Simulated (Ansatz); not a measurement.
AlZnInO4:
```
AlZnInO4
1.0
    1.62703     0.93936     8.53156
   -1.62703     0.93936     8.53156
    0.00000    -1.87873     8.53156
In Al Zn O
1 1 1 4
Cartesian
  0.00000   0.00000  25.48126
  0.00000   0.00000   5.44776
  0.00000   0.00000  20.00739
  0.00000   0.00000   3.56767
  0.00000   0.00000  22.51105
  0.00000   0.00000   7.32135
  0.00000   0.00000  18.04227
```

r²SCAN (plane waves, PAW; program Ansatz) gives a gap of 2.42 eV without spin–orbit coupling, maximum at T, minimum at Γ.

Q: What happens when spin–orbit coupling is switched on?

A: The gap drops by 0.03 eV, to 2.39 eV; maximum at T, minimum at Γ.

Q: Give the electron effective mass with spin–orbit coupling.

A: 0.28, 0.28, 0.30 mₑ (principal values).

Space group R3m. The cell is a constructed one: a structure type filled with these elements; neither database checked (COD, Materials Project) lists it. Its standing as an ambient phase is unchecked. Symmetry was held in the r²SCAN relaxation; its stability against distortions is not shown here.

Potentials: the earlier of the program's two PAW sets.
